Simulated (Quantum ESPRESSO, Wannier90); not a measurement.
**Wannier functions of Cu (fcc (Cu type))**

```xyz
1
Lattice="0.0000 1.7887 1.7887 1.7887 0.0000 1.7887 1.7887 1.7887 0.0000" Properties=species:S:1:pos:R:3 pbc="T T T"
Cu     0.0000     0.0000     0.0000
```

Cell from Materials Project (mp-30), symmetrised, no further relaxation. This is the element's usual structure. Computed values, not measurements, from LDA: Quantum ESPRESSO (norm-conserving PseudoDojo potentials, cutoff 74 Ry, no spin polarisation, no spin-orbit coupling) on a Γ-centred 12×12×12 mesh, then Wannier90. Density: 20×20×20 mesh, cold smearing 0.01 Ry.

A tight-binding model is made by disentanglement and projection with no localisation steps (num_iter = 0), so the 9 orbitals stay atom-like: hydrogen-like Cu: s;p;d, axes along x, y, z; frozen window up to 1.50 eV relative to the Fermi level. It follows pw.x to 3.4 meV rms for states up to 1.0 eV relative to the Fermi level. Matrix elements depend on this choice of orbitals and windows.

Problem. What are the on-site energies relative to the Fermi level, and how fast do the hoppings decay?

Solution. 
```tsv
atom	orbitals	energy (eV)
Cu1	s	6.30
Cu1	pz px py	13.77
Cu1	dz2 dx2-y2	-2.81
Cu1	dxz dyz dxy	-2.91
```

```json
[
 {"distance of the centres (Å)": "2–3", "largest modulus (eV)": "2.3"},
 {"distance of the centres (Å)": "3–4", "largest modulus (eV)": "0.24"},
 {"distance of the centres (Å)": "4–5", "largest modulus (eV)": "0.14"},
 {"distance of the centres (Å)": "5–6", "largest modulus (eV)": "0.14"},
 {"distance of the centres (Å)": "6–7", "largest modulus (eV)": "0.040"},
 {"distance of the centres (Å)": "7–8", "largest modulus (eV)": "0.059"},
 {"distance of the centres (Å)": "8–9", "largest modulus (eV)": "0.0067"},
 {"distance of the centres (Å)": "9–10", "largest modulus (eV)": "0.0078"},
 {"distance of the centres (Å)": "10–11", "largest modulus (eV)": "0.0065"},
 {"distance of the centres (Å)": "11–12", "largest modulus (eV)": "0.0036"}
]
```
